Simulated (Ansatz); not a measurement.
B:
```yaml
crystal:
  lattice:
    - [1.46430, -2.65473, 0.00000]
    - [1.46430, 2.65473, 0.00000]
    - [0.00000, 0.00000, 3.25662]
  atoms:
    - { symbol: B, position: [0.34410, 0.65590, 0.59021] }
    - { symbol: B, position: [0.65590, 0.34410, 0.40979] }
    - { symbol: B, position: [0.84410, 0.15590, 0.90979] }
    - { symbol: B, position: [0.15590, 0.84410, 0.09021] }
```

Relaxed with r²SCAN+D4. Special points in fractions of this cell's reciprocal vectors: Γ (0.000, 0.000, 0.000); Y (-0.500, 0.500, 0.000); C0 (-0.326, 0.674, 0.000); Σ0 (0.326, 0.326, 0.000); Z (0.000, 0.000, 0.500); A0 (0.326, 0.326, 0.500); E0 (-0.326, 0.674, 0.500); T (-0.500, 0.500, 0.500); S (0.000, 0.500, 0.000); R (0.000, 0.500, 0.500).

**Question.** List the band energies nearest the Fermi level at these points for r²SCAN+D4 (plane waves, PAW; program Ansatz).

**Answer.** In eV from the Fermi level; about four levels below and three above (degenerate sets whole), none deeper than 8.9 eV; points with the same levels are listed once.

```
k                     below                  above
--  -----------------------  ---------------------
Γ   -8.36 -6.35 -4.79 -3.71         0.61 1.00 2.72
Y   -5.62 -3.77 -2.10 -0.42         0.85 4.97 5.11
C0        -5.03 -4.72 -1.50         1.44 2.54 2.99
Z   -1.95 -1.95 -1.62 -1.62    1.06 1.06 6.86 6.86
A0              -8.07 -8.07    7.38 7.38 8.05 8.05
T               -4.04 -4.04    0.91 0.91 9.96 9.96
S   -5.96 -5.96 -4.87 -4.87    1.67 1.67 6.45 6.45
R               -4.58 -4.58  2.17 2.17 11.09 11.09
```

Space group Cmce. A made-up cell: these elements were put on the sites of a structure type; neither database checked (COD, Materials Project) lists it. It is not the phase usual at ambient conditions (space group No. 166). Symmetry was held in the r²SCAN+D4 relaxation; its stability against distortions is not shown here.

Potentials: the later of the program's two PAW sets.
